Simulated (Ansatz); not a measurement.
An Ansatz (a program for electronic structure) run. Input:

Ansatz 0.2 input:
```yaml
crystal:
  lattice:
    - [0.0, 3.030798058, 3.030798058]
    - [3.030798058, 0.0, 3.030798058]
    - [3.030798058, 3.030798058, 0.0]
  atoms:
    - { symbol: Bi, position: [0.0, 0.0, 0.0] }
    - { symbol: Se, position: [0.5, 0.5, 0.5] }
kpoints:
  mp_grid: { grid: [9, 9, 9] }
  band_path:
    path:
      - [[0.0, 0.0, 0.0], [0.5, 0.0, 0.5], [0.625, 0.25, 0.625]]  # Γ-X-U
      - [[0.375, 0.375, 0.75], [0.0, 0.0, 0.0], [0.5, 0.5, 0.5], [0.5, 0.25, 0.75], [0.5, 0.0, 0.5]]  # K-Γ-L-W-X
    npoints: 12
basis: { xc_grid: 2 }
hamiltonian:
  xc: pbesol
  pseudopotentials: { kind: paw }
magnetization: { noncollinear: true, spin_orbit: true }
scf:
  n_extra_bands: 13
  convergence: { dr2_threshold: 0.0000000001 }
  occupations: { method: gaussian, width: 0.05 }
output: { eigenvalues: true }
```

Output (shortened):

```
Pseudopotentials: kind: paw_fr
Pseudopotential: Bi, paw_fr, valence charge 15
Pseudopotential: Se, paw_fr, valence charge 16
Functional definition: PBEsol
non-collinear run that drives no moment, with spin-orbit …
Crystal: 2 atoms, lattice volume = 55.680 Å³
Basis set: ecut = 420 eV, 1067 PW (Γ), exchange–correlation on 60×60×60 points (8 copies of the dense FFT grid, shifted against one another)
Bands: 44, of which v1, the nominal top of the filled ones, is band 31 counted from 1 (30 counted from 0)
Symmetry: 48 space group operations + 48 with time reversal
k-points: 35 of 729
Projection manifold: j_resolved (fully-relativistic pseudo-atomic orbitals)
PAW frozen core: Bi, regenerated for the run's functional, and the local potential with it
PAW frozen core: Se, regenerated for the run's functional, and the local potential with it
Initial density: superposition of atomic densities (chi_scale 0.1, normalization cell, long waves kept (reshape's long-wave potential 0.00 eV rms))
Initial wavefunctions: pseudopotential atomic-orbital guess
Eigensolver: davidson
Functional: x = pbesol(κ = 0.804, μ = 0.12345679012345678), c = pbesol(β = 0.046)
SCF iter   1: F=—  HF=-17707.870304 eV  |F-HF|=—  |Δ(HF+E_count)|=         —  Δρ=2.41e-2  dr2=5.10e-1  dr2_m=0.00e0 (ungated)  ethr=3.10e-3  |M|=0.00e0 ∫|m|=0.00e0 μB  |m|>n=0.0e0 m-floor=0.0e0 τ_xc=0.0e0  β_m=0.30  ⟨swp⟩=8.4  Hψ=3890  notcnv=0  defer=32
all-band conjugate gradients solve this SCF's bands
preconditioner: auto → Kerker (q_TF=auto, 2.475 Å⁻¹)
spin=Noncollinear: Kerker preconditioning applied to the charge; magnetization (m_x, m_y, m_z) channels mix plain (no charge-response kernel on spin).
SCF iter   2: F=—  HF=-17707.778816 eV  |F-HF|=—  |Δ(HF+E_count)|=   9.15e-2  Δρ=1.72e-2  dr2=2.38e-1  dr2_m=0.00e0 (ungated)  ethr=1.64e-3  |M|=0.00e0 ∫|m|=0.00e0 μB  |m|>n=0.0e0 m-floor=0.0e0 τ_xc=0.0e0  β_m=0.60  ⟨swp⟩=2.0  Hψ=1014  notcnv=0  defer=236
SCF iter   3: F=—  HF=-17707.694098 eV  |F-HF|=—  |Δ(HF+E_count)|=   8.47e-2  Δρ=4.43e-3  dr2=1.06e-2  dr2_m=0.00e0 (ungated)  ethr=7.67e-4  |M|=0.00e0 ∫|m|=0.00e0 μB  |m|>n=0.0e0 m-floor=0.0e0 τ_xc=0.0e0  β_m=0.67  ⟨swp⟩=3.0  Hψ=1109  notcnv=0  defer=236
SCF iter   4: F=—  HF=-17707.690355 eV  |F-HF|=—  |Δ(HF+E_count)|=   3.74e-3  Δρ=1.37e-3  dr2=1.53e-3  dr2_m=0.00e0 (ungated)  ethr=3.41e-5  |M|=0.00e0 ∫|m|=0.00e0 μB  |m|>n=0.0e0 m-floor=0.0e0 τ_xc=0.0e0  β_m=0.79  ⟨swp⟩=2.6  Hψ=1151  notcnv=0  defer=236
SCF iter   5: F=—  HF=-17707.690217 eV  |F-HF|=—  |Δ(HF+E_count)|=   1.39e-4  Δρ=4.73e-4  dr2=1.94e-4  dr2_m=0.00e0 (ungated)  ethr=4.95e-6  |M|=0.00e0 ∫|m|=0.00e0 μB  |m|>n=0.0e0 m-floor=0.0e0 τ_xc=0.0e0  β_m=0.90  ⟨swp⟩=1.9  Hψ=875  notcnv=0  defer=236
SCF iter   6: F=—  HF=-17707.690256 eV  |F-HF|=—  |Δ(HF+E_count)|=   3.92e-5  Δρ=1.21e-4  dr2=9.38e-6  dr2_m=0.00e0 (ungated)  ethr=6.25e-7  |M|=0.00e0 ∫|m|=0.00e0 μB  |m|>n=0.0e0 m-floor=0.0e0 τ_xc=0.0e0  β_m=0.95  ⟨swp⟩=2.3  Hψ=1197  notcnv=0  defer=236
SCF iter   7: F=—  HF=-17707.690271 eV  |F-HF|=—  |Δ(HF+E_count)|=   1.50e-5  Δρ=2.74e-5  dr2=4.75e-7  dr2_m=0.00e0 (ungated)  ethr=3.03e-8  |M|=0.00e0 ∫|m|=0.00e0 μB  |m|>n=0.0e0 m-floor=0.0e0 τ_xc=0.0e0  β_m=0.97  ⟨swp⟩=2.0  Hψ=1194  notcnv=0  defer=236
SCF iter   8: F=—  HF=-17707.690269 eV  |F-HF|=—  |Δ(HF+E_count)|=   2.11e-6  Δρ=5.27e-6  dr2=9.27e-9  dr2_m=0.00e0 (ungated)  ethr=1.53e-9  |M|=0.00e0 ∫|m|=0.00e0 μB  |m|>n=0.0e0 m-floor=0.0e0 τ_xc=0.0e0  β_m=0.99  ⟨swp⟩=2.5  Hψ=1066  notcnv=0  defer=236
SCF iter  10: F=-17707.690269 eV  HF=-17707.690269 eV  |F-HF|=3.64e-12  |Δ(HF+E_count)|=  2.11e-10  Δρ=1.06e-7  dr2=3.27e-12  dr2_m=0.00e0 (ungated)  ethr=1.00e-12  |M|=0.00e0 ∫|m|=0.00e0 μB  |m|>n=0.0e0 m-floor=0.0e0 τ_xc=0.0e0  ⟨swp⟩=9.5  Hψ=2829  notcnv=0
SCF 1 converged in 10 iterations: F = -17707.690269 eV  dr2 = 3.27e-12
NSCF: frozen V_eff on 74 k-points
SCF converged after 10 iterations
Magnetization: |M| = 0.0000 μB,  M = (+0.0000, +0.0000, +0.0000) μB
Absolute magnetization: 0.0000 μB (∫|m|)
  site 0: m = (+0.0000, +0.0000, +0.0000) μB, |m| = 0.0000 μB  (R = 1.25 Å)
  site 1: m = (+0.0000, +0.0000, +0.0000) μB, |m| = 0.0000 μB  (R = 1.25 Å)
Free energy (F): -17707.690269 eV
Harris-Foulkes:  -17707.690269 eV  (|F-HF|=3.64e-12)
Internal energy: -17707.686702 eV  (E = F + TS)
E sigma→0 (E₀):  -17707.688485 eV
Entropy (-TS):   -0.003566 eV (-1.783 meV/atom)
Fermi energy:    10.268558 eV
--- Per-component energies (eV) ---
  E_band       = -458.615489
  E_kinetic    = 422.307249
  E_local      = -3838.307542  (includes V_loc(G=0)·N_el)
  E_nonlocal   = -27.884625
  E_hartree    = 1649.966859
  E_xc         = -254.671410
  E_vxc        = -243.251673  (∫ρ·V_xc dr)
  E_paw        = -12419.491957  (= ΣΔE_a)
  E_vpaw       = -71.411635  (= ΣTr[D̂ρ^β])
  E_aug_tail   = -0.000977  (compensation charges beyond the density's cutoff)
  E_ewald      = -3240.718644
  E_core_change = 1.114344  (= ΣΔE_core)
  E_smearing   = -0.003566  (= −TS)
  E_closure    = 0.000000  (closes the sum)
  Σ components = -17707.690269   (vs F -17707.690269, Δ=0.00e0)
  [band-id]    e_kinetic+e_local+e_nonlocal+2·e_hartree+e_vxc+e_vpaw+e_augmentation_tail = -458.615485   (vs E_band -458.615489, Δ=3.50e-6)
--- Band table (eV; the first three rows and the last of 35) ---
  k-point 0: bands = ["-38.3359", "-38.3359", "-38.3359", "-38.3359", "-37.4419", "-37.4419", "-37.4419", "-37.4419", "-37.4407", "-37.4407", "-14.2242", "-14.2242", "-14.2242", "-14.2242", "-11.2352", "-11.2352", "-11.2352", "-11.2352", "-11.2339", "-11.2339", "-4.5421", "-4.5421", "1.8096", "1.8096", "6.8195", "6.8195", "7.7219", "7.7219", "7.7219", "7.7219", "11.4867", "11.4867", "13.9673", "13.9673", "13.9673", "13.9673", "15.7516", "15.7516", "15.7516", "15.7516", "15.8836", "15.8836", "17.2957", "17.2957"]
  k-point 1: bands = ["-38.3359", "-38.3359", "-38.3359", "-38.3359", "-37.4419", "-37.4419", "-37.4418", "-37.4418", "-37.4407", "-37.4407", "-14.2243", "-14.2243", "-14.2235", "-14.2235", "-11.2363", "-11.2363", "-11.2341", "-11.2341", "-11.2325", "-11.2325", "-4.4305", "-4.4305", "1.5206", "1.5206", "6.9057", "6.9057", "7.7479", "7.7479", "7.8264", "7.8264", "11.0998", "11.0998", "13.1601", "13.1601", "13.3967", "13.3967", "15.5894", "15.5894", "16.0286", "16.0286", "16.1060", "16.1060", "18.1532", "18.1532"]
  k-point 2: bands = ["-38.3359", "-38.3359", "-38.3359", "-38.3359", "-37.4419", "-37.4419", "-37.4418", "-37.4418", "-37.4407", "-37.4407", "-14.2244", "-14.2244", "-14.2217", "-14.2217", "-11.2392", "-11.2392", "-11.2314", "-11.2314", "-11.2289", "-11.2289", "-4.1079", "-4.1079", "0.7966", "0.7966", "7.1144", "7.1144", "7.8302", "7.8302", "8.0787", "8.0787", "10.2715", "10.2715", "11.9040", "11.9040", "12.3716", "12.3716", "15.6687", "15.6687", "16.7622", "16.7622", "16.7963", "16.7963", "19.7099", "19.7099"]
  k-point 34: bands = ["-38.3359", "-38.3359", "-38.3359", "-38.3359", "-37.4418", "-37.4418", "-37.4418", "-37.4418", "-37.4406", "-37.4406", "-14.2222", "-14.2222", "-14.2201", "-14.2201", "-11.2464", "-11.2464", "-11.2311", "-11.2311", "-11.2176", "-11.2176", "-2.7611", "-2.7611", "-0.3387", "-0.3387", "4.7521", "4.7521", "5.1729", "5.1729", "8.3528", "8.3528", "10.3092", "10.3092", "13.8701", "13.8701", "14.2310", "14.2310", "16.0884", "16.0884", "17.2203", "17.2203", "21.0183", "21.0183", "21.6371", "21.6371"]
  band table: 44 of 44 bands, residual norms ≤ 1.0e-3 eV
```

Cost: roughly 40 core-seconds on shared cores.

Space group Fm-3m (rock salt). The workflow started from an entry of the Crystallography Open Database (COD), which files this formula under 2 space groups. Whether it is the stable phase at ambient conditions was not checked. The cell was relaxed with PBEsol under the symmetry of its start. At this level the phase is mechanically unstable.

Potentials: the later of the program's two PAW sets.

Ansatz is a plane-wave DFT program.
